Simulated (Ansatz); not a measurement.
# Ti (Im-3m), a vibration from a frozen displacement

Level of theory: DFT PBEsol, scalar-relativistic, plane waves, PAW in Ansatz. The runs took a 420 eV cutoff, a Γ-centred 10×10×10 mesh and Gaussian smearing (0.15 eV). No spin polarisation. Energies are free energies at this smearing, counted from the undisturbed cell; pressure is positive in compression.

The undisturbed cell (as given, not relaxed at this level; it stands at -6.7 GPa; this bcc form isn't the usual structure):

```yaml
crystal:
  lattice:
    - [3.28200, 3.28200, -3.28200]
    - [3.28200, -3.28200, 3.28200]
    - [-3.28200, -3.28200, -3.28200]
  atoms:
    - { symbol: Ti, position: [0.00000, 0.00000, 0.50000] }
    - { symbol: Ti, position: [0.50000, 0.00000, 0.50000] }
    - { symbol: Ti, position: [0.00000, 0.50000, 0.50000] }
    - { symbol: Ti, position: [0.50000, 0.50000, 0.50000] }
    - { symbol: Ti, position: [0.00000, 0.00000, 0.00000] }
    - { symbol: Ti, position: [0.50000, 0.00000, 0.00000] }
    - { symbol: Ti, position: [0.00000, 0.50000, 0.00000] }
    - { symbol: Ti, position: [0.50000, 0.50000, 0.00000] }
```

Atom 1 (Ti) is moved by x along the Cartesian unit vector (0.577, 0.577, 0.577); the cell and all other atoms stay fixed. The cell's volume is 141.41 Å³; the moved atoms weigh 47.867 u together and the others 335.069 u. Some rows repeat others by symmetry and weren't run.

| x (Å) | ΔE (meV/cell) | total force on the moved atoms along the move (eV/Å) | pressure (GPa) |
| --- | --- | --- | --- |
| -0.3000 | 107.55 | 0.9182 | -6.2306 |
| -0.2625 | 76.69 | 0.7311 | -6.3290 |
| -0.2250 | 52.45 | 0.5657 | -6.4147 |
| -0.1875 | 33.97 | 0.4237 | -6.4873 |
| -0.1500 | 20.38 | 0.3048 | -6.5466 |
| -0.1125 | 10.85 | 0.2073 | -6.5926 |
| -0.0750 | 4.62 | 0.1275 | -6.6254 |
| -0.0375 | 1.12 | 0.0604 | -6.6451 |
| 0.0000 | 0.00 | 0.0000 | -6.6515 |
| 0.0375 | 1.12 | -0.0604 | -6.6451 |
| 0.0750 | 4.62 | -0.1275 | -6.6254 |
| 0.1125 | 10.85 | -0.2073 | -6.5926 |
| 0.1500 | 20.38 | -0.3048 | -6.5466 |
| 0.1875 | 33.97 | -0.4237 | -6.4873 |
| 0.2250 | 52.45 | -0.5657 | -6.4147 |
| 0.2625 | 76.69 | -0.7311 | -6.3290 |
| 0.3000 | 107.55 | -0.9182 | -6.2306 |

**Question.** What frequency belongs to this motion?

**Answer.** The force constant is k = −dF/dx = 1.612 eV/Å², from the parabola through x = -0.0375, 0 and 0.0375. In every cell the moved atoms swing against the rest, so the mass is μ = m₁m₂/(m₁ + m₂) = 41.884 u, and ν̃ = 521.5 cm⁻¹ × √(|k|/μ) = 102 cm⁻¹, at this cell's pressure of -6.7 GPa. The pattern needn't be a normal mode: ν̃² is then a weighted mean of the squared nonzero frequencies at the zone centre of this cell, so it lies between the lowest and the highest of them.

**Question.** How far does the harmonic law reach?

**Answer.** At x = -0.300 Å, kx²/2 = 72.54 meV against the computed 107.55 meV (+48.3 %): the well stiffens in this direction at large amplitude.

**Question.** The pressure changes with x². What does that say about the frequency under compression?

**Answer.** With E = k(V)x²/2, k ∝ V^(−2γ) and x scaling with the cell as V^(1/3), P − P0 = −∂E/∂V = (2γ − 2/3) ΔE/V. At x = 0.0750 Å, V(P − P0) = 141.41 × 0.02613 / 160.2 eV = 23.07 meV and ΔE = 4.62 meV, so γ = 1/3 + V(P − P0)/(2ΔE) = 2.83. This is the Grüneisen parameter of the motion under uniform scaling of the cell: shrinking the cell evenly by 1 % in volume raises the frequency by about 2.83 %.

In a metal these slopes depend on the k mesh and the smearing.

Cost: 9 runs of about 12 core-minutes in all, on Intel Xeon Platinum 8259CL (Skylake/Cascade Lake) (shared hosts).